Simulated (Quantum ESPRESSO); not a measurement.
## Calculated data, TiPd4W3 (simulated cell)

All values are calculated (Quantum ESPRESSO 7.5). Calculation on a made-up metal alloy cell, not a measurement: no spin or spin-orbit, unrelaxed, 2900 K smearing, stress positive in tension, cell energy less fitted offsets, added strain carries the atoms with the cell, shear as tensor component; periodic Kohn-Sham density functional theory in plane waves with PseudoDojo standard norm-conserving scalar-relativistic pseudopotentials, each functional with its own files (v0.5 for PBE, v0.4.1 for LDA and PBEsol), eight atoms on drawn sites of a strained close-packed or body-centred lattice, each displaced and held fixed; the energy is the cell's free energy, ions and the entropy term -TS included, at the stated Fermi-Dirac width, less a fixed offset for each atom's element (shifted free energy); compositions with an open d shell lost a parallel starting moment in a cheaper test run, and other magnetic orders were not tried; an error bar is the largest change of its kind in a tighter rerun, never given below 0.002 eV, 0.02 GPa or 0.003 eV/angstrom, and covers cutoff and k-mesh only, not smearing or the files.

### TiPd4W3 (simulated cell)

```cif
# cell vector a (Å): -2.8219 0.0000 0.0000
# cell vector b (Å): 0.0000 4.8877 -4.6308
# cell vector c (Å): 0.0000 -4.8877 -4.6308
data_TiPd4W3
_symmetry_space_group_name_H-M 'P 1'
_symmetry_Int_Tables_number 1
_cell_length_a 2.8219
_cell_length_b 6.7330
_cell_length_c 6.7330
_cell_angle_alpha 93.092
_cell_angle_beta 90.000
_cell_angle_gamma 90.000
_cell_volume 127.74
loop_
_atom_site_label
_atom_site_type_symbol
_atom_site_fract_x
_atom_site_fract_y
_atom_site_fract_z
_atom_site_occupancy
Ti1 Ti 0.99050 0.00380 0.99758 1
W1 W 0.98005 0.41324 0.08091 1
Pd1 Pd 0.98763 0.49998 0.49480 1
Pd2 Pd 0.97984 0.91524 0.58161 1
W2 W 0.49275 0.15975 0.33312 1
Pd3 Pd 0.47291 0.25930 0.74851 1
Pd4 Pd 0.51093 0.67227 0.83220 1
W3 W 0.50239 0.75091 0.24989 1
```

Settings of this run: lattice type hexagonal close-packed, functional pbe, cutoff 1143 eV, fermi dirac smearing 0.25 eV, electrons removed 0, added strain kind shear xy, added strain 0.0096, k mesh 8 x 4 x 4 shifted half a step off Gamma on each axis and structure shown before the added strain.

Results for TiPd4W3 (simulated cell): entropy term negative ts -1.383 eV; pressure -4.14 GPa; stress xx 6.76 GPa; stress yy 1.81 GPa; stress zz 3.84 GPa; stress yz -1.54 GPa; stress xz -0.0786 GPa; stress xy 0.69 GPa; shifted free energy -0.416 eV.

Atoms:
```csv
atoms element,atom site,atom energy offset (eV)
Ti,1,-1615.4
W,2,-2063.48
Pd,3,-3687.45
Pd,4,-3687.45
W,5,-2063.48
Pd,6,-3687.45
Pd,7,-3687.45
W,8,-2063.48
```

Forces:
```csv
site,x (eV/Å),y (eV/Å),z (eV/Å)
1,-0.074,0.286,0.99
2,0.164,0.334,-0.303
3,-0.082,0.253,0.478
4,-0.166,0.553,0.097
5,-0.04,-0.092,-0.619
6,-0.124,-0.688,0
7,0.277,-0.436,-0.51
8,0.045,-0.21,-0.133
```

Notes: heavy elements are run without spin-orbit coupling, which real alloys of them have; a spin test at this wide smearing found no moment, but such smearing suppresses magnetism that the real alloy may have; lattice, volume and sites are drawn at random and may be unstable or far from any real phase; energies are for the whole cell, less offsets fitted to these runs, so they are not formation energies; error bars: energy 0.014 eV, stress 0.11 GPa, force 0.0071 eV/Å, from a tighter rerun of a related cell, whose elements or sites may differ.
